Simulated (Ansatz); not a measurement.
## InBi (P4/nmm): electronic heat capacity and spin susceptibility from the density of states

Method: Ansatz 0.2.0, DFT PBEsol, scalar-relativistic, plane waves, PAW.

Plane waves to 420 eV, a k mesh through Γ of 8×8×10 on the computed 4-atom cell and Gaussian smearing (0.10 eV); no spin polarisation.

Relaxed cell: P4/nmm, a = 4.884 Å, b = 4.884 Å, c = 4.901 Å, α = 90.00°, β = 90.00°, γ = 90.00°, 4 atoms in the primitive cell. Whether it is the stable form of this composition wasn't checked.

The density of states at the Fermi level is 0.489 states/eV in the cell of 4 atoms (2 formula units; both spins, tetrahedra on a 12×12×15 mesh).

Task: What Sommerfeld coefficient and Pauli susceptibility does this give?

Result: Per formula unit N(E_F) = 0.244 states/eV. γ = (π²/3) k_B² N(E_F) N_A = 2.357 mJ/(mol K²) per state/eV, so γ = 0.6 mJ/(mol K²), a mole of formula units. χ_P = μ_B² N(E_F) N_A = 3.23×10⁻⁵ emu/mol per state/eV gives 0.8×10⁻⁵ emu/mol. This is the bare band result: a measured γ of the same phase is as a rule larger by a factor 1 + λ from phonons and spin fluctuations, the spin part of χ is larger by the Stoner factor, and a measured χ also holds orbital and core terms. N(E_F) at one energy is sensitive to the mesh where the density of states has sharp peaks.

Spin-orbit coupling is left out, which matters for the bands of heavy elements.

Cost: 1 run of about 3.5 core-minutes, on Intel Xeon Processor @ 2.50GHz (Skylake/Cascade Lake) (shared hosts).